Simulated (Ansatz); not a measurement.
A relaxed cell of Li₂H is given with its symmetry left out. The cell was found from a structure generator's guess, not taken from experiment.

The calculation used DFT PBE, scalar-relativistic, plane waves, PAW in Ansatz 0.2.0. Cutoff 420 eV, Γ-centred mesh, Gaussian smearing, no spin polarisation.

```cif
data_structure
_symmetry_space_group_name_H-M 'P 1'
_symmetry_Int_Tables_number 1
_cell_length_a 2.8229
_cell_length_b 4.1771
_cell_length_c 5.9846
_cell_angle_alpha 90.000
_cell_angle_beta 90.000
_cell_angle_gamma 90.000
_cell_volume 70.57
loop_
_atom_site_label
_atom_site_type_symbol
_atom_site_fract_x
_atom_site_fract_y
_atom_site_fract_z
_atom_site_occupancy
Li1 Li 0.50000 0.00000 0.39330 1
Li2 Li 0.00000 0.50000 0.14680 1
Li3 Li 0.50000 0.00000 0.85320 1
Li4 Li 0.00000 0.50000 0.60670 1
H1 H 0.50000 0.50000 0.38981 1
H2 H 0.00000 0.00000 0.61019 1
```

Energies over the elements count from the elements' standard structures at the same level (H₂ as a molecule), with no fitted energy shifts.

**Question.** Find its symmetry and describe it.

**Answer.** Pmmn (No. 59). Conventional cell: a = 2.823 Å, b = 4.177 Å, c = 5.985 Å. Li on its first site has 2 H at 1.92 Å, 2 H at 2.09 Å and 7 Li at 2.75–2.83 Å; Li on its second site has 2 H at 2.03 Å and 3 Li at 2.75–2.82 Å; H is surrounded by 6 Li at 1.92–2.09 Å.

**Question.** What is its formation energy per atom?

**Answer.** −0.24 eV/atom. Whether it is stable depends on the other phases of the system, which aren't compared here.

**Question.** Is it a metal?

**Answer.** Yes, bands cross the Fermi level on the 14×10×6 mesh.

The last run used a 14×10×6 mesh (in the run's order of axes) for its 6-atom cell and Gaussian smearing of 0.10 eV. With hydrogen, zero-point motion can shift formation energies by some tens of meV/atom. This cell was reached by moving the atoms of another relaxed cell at random and relaxing again, last within the group found; it had no such test of its own.
